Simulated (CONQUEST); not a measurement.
Worked example: self-consistent single point of ZnS (Cmc2_1, 16 atoms in the cell; from Materials Project mp-10281, changed as shown) in CONQUEST.

Method: PBE, numerical atomic orbitals double-zeta with polarisation (the shipped basis), PseudoDojo norm-conserving potentials made for PBE (CONQUEST).

The change in words: lattice vector b scaled by 0.99. Reference geometry (P6_3mc):
```xyz
16
Lattice="3.8089 0.0000 0.0000 0.0000 6.5973 0.0000 0.0000 0.0000 12.4526" Properties=species:S:1:pos:R:3 pbc="T T T"
Zn     1.9045     1.0996     9.3386
Zn     0.0000     2.1991     3.1123
Zn     0.0000     0.0000     6.2263
Zn     0.0000     0.0000     0.0000
Zn     0.0000     4.3982     9.3386
Zn     1.9045     5.4977     3.1123
Zn     1.9045     3.2986     6.2263
Zn     1.9045     3.2986     0.0000
S      1.9045     1.0996    11.6772
S      0.0000     2.1991     5.4509
S      0.0000     0.0000     8.5592
S      0.0000     0.0000     2.3329
S      0.0000     4.3982    11.6772
S      1.9045     5.4977     5.4509
S      1.9045     3.2986     8.5592
S      1.9045     3.2986     2.3329
```

Reference input (self-consistent single point, DFT, PBE, numerical atomic orbitals double-zeta with polarisation (the shipped basis), PseudoDojo norm-conserving potentials made for PBE): basis = DZP; Diag.MPMeshX, Y, Z = 4 2 1; potentials = PseudoDojo norm-conserving PBE; Grid.GridCutoff = 175 Ha; DM.SolutionMethod = diagon; Diag.MPShiftZ = 0.50000000; Diag.kT = 0.0001 Ha; minE.SCTolerance = 1.0e-06; SC.MaxIters = 100; SC.LinearMixingFactor = 0.3; SC.KerkerPreCondition = true; SC.KerkerFactor = 0.1 1/bohr. This run's input differs from it in these lines:

```diff
@@ -33,3 +33,3 @@
      3.808950000      0.000000000      0.000000000
-     0.000000000      6.597295000      0.000000000
+     0.000000000      6.531322000      0.000000000
      0.000000000      0.000000000     12.452600000
```

Output (repeated stretches shortened):

```
    new_SC_potl: Starting.  Tolerance:  0.10000E-05

    PulayMixSC: Starting Pulay mixing, A_up =  0.300 A_dn =  0.300
    PulayMixSC: Spin non-polarised calculation.
    PulayMixSC: with Kerker preconditioning, q0 =  0.100
          Harris-Foulkes Energy            :    -47920.755383905605413 eV
          (TS=0 as O(N) or entropic contribution is negligible)
          DFT Total Energy                 :    -47911.486062313531875 eV
          Total number of electrons        :       208.000000000004405
    PulayMixSC: Pulay iteration     1 residual:              0.11056E-02
   [... lines left out ...]
          (TS=0 as O(N) or entropic contribution is negligible)
          DFT Total Energy                 :    -47916.765759806839924 eV
          Total number of electrons        :       208.000156217197002
    PulayMixSC: Pulay iteration     7 residual:              0.10815E-05
          Harris-Foulkes Energy            :    -47916.765760794231028 eV
          (TS=0 as O(N) or entropic contribution is negligible)
          DFT Total Energy                 :    -47916.765760988135298 eV
          Total number of electrons        :       208.000156259867850
    PulayMixSC: Pulay iteration     8 residual:              0.16201E-06
    PulayMixSC: Reached SCF tolerance of  0.16201E-06 after      8 iterations
      | Number of electrons      =       208.000156
      |* band energy as 2Tr[K.H] =     -7746.466749813133902 eV
      |  screened ion-ion energy =    -41035.725948233906820 eV
      |  Ha correction           =       272.875854539040461 eV
      |  XC correction           =       592.550964753344260 eV
      |* Harris-Foulkes energy   =    -47916.765760794231028 eV
      |* DFT total energy        =    -47916.765760988135298 eV
      |  estimated accuracy      =         0.000000193905370 eV

    force: Forces on atoms (eV/A )
    force:  Atom   X              Y              Z
    force:     1  -0.0000000000  -0.0642623717   0.0680913194
    force:     2   0.0000000000   0.0642623717   0.0680913194
   [... lines left out ...]
    force:    16   0.0000000000  -0.0777180170  -0.0374645433

    force: Maximum force :        0.09180463(eV/A ) on atom        13 in y direction
    force: Force Residual:        0.09404907 eV/A
    force: Total stress:         -4.97203670    -6.47333184    -5.14625974 GPa
    force: Average pressure:      5.53054276 GPa

    force: Finished force
    get_E_and_F: Change in energy during last step of electronic optimisation:  0.16130E-07
```

The run converged in 8 iterations. CONQUEST prints the stress tensor with tension positive. Against the reference run the free energy goes up by 6.8 meV/atom and the pressure goes from 4.65 to 5.53 GPa.

The program uses no crystal symmetry, so grid and mesh can part values that symmetry would make equal. The atom-centred basis is finite, which shifts total energies, pressures and forces against plane waves. The structure comes from a collection of computed structures, made at another level of theory; the collection holds predicted forms beside known ones.

Cost on one core: roughly 2.0 core-minutes.
